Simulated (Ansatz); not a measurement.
Values for one crystal, relaxed and computed with DFT-PBE in the program Ansatz with PAW potentials; other levels are named.

- Volume per atom: 21.67 Å³
- Band gap: 1.42 eV (direct)
- Gap with spin–orbit coupling: 1.42 eV
- Elastic constants (relaxed ions, GPa): C11 = 115, C12 = 52.7, C13 = 59.1, C33 = 100, C44 = 53.0, C66 = 49.9
- Electron effective mass: 0.28, 0.28, 0.70 mₑ (principal values)
- Bulk modulus (Birch–Murnaghan fit): 74.4 GPa
- Formation energy from the elements (no fitted shifts): -0.23 eV/atom

Task: Which compound is it?
(A) CdSiP2, chalcopyrite
(B) SiC, P6_222 (Si on 3d, C on 3c)
(C) HfSiO4, I4_1/amd (Hf on 4a, Si on 4b, O on 16h)
(D) SiRu, P2_13 (Si on 4a, Ru on 4a)

Result: A, CdSiP2, chalcopyrite

Space group I-42d (chalcopyrite). Symmetry was held in the PBE relaxation. The references are the lowest solids computed at this level, not always the standard phases. Spin–orbit coupling is left out wherever it is not named.

Potentials: the later of the program's two PAW sets.
